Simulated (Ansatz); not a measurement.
Data:

La:
```yaml
crystal:
  lattice:
    - [3.77583, 0.00000, 0.00000]
    - [-1.88791, 3.26996, 0.00000]
    - [0.00000, 0.00000, 12.06609]
  atoms:
    - { symbol: La, position: [0.00000, 0.00000, 0.00000] }
    - { symbol: La, position: [0.00000, 0.00000, 0.50000] }
    - { symbol: La, position: [0.33333, 0.66667, 0.25000] }
    - { symbol: La, position: [0.66667, 0.33333, 0.75000] }
```

This is the r²SCAN-relaxed structure.

All from the program Ansatz at the r²SCAN level (PAW), unless another level is named. Give the bulk modulus (Birch–Murnaghan fit).

23.0 GPa.

What about the highest zone-centre frequency?

68 cm⁻¹.

Space group P6_3/mmc (dhcp (α-La type)). The r²SCAN relaxation kept the symmetry of its start; of distortions, only those at the zone centre were tested. As this level gives no gap, phonon frequencies hold no LO–TO term and depend on the k-mesh and smearing (Fermi–Dirac, 0.1 eV here). Spin–orbit coupling is left out wherever it is not named.

Potentials: the later of the program's two PAW sets.
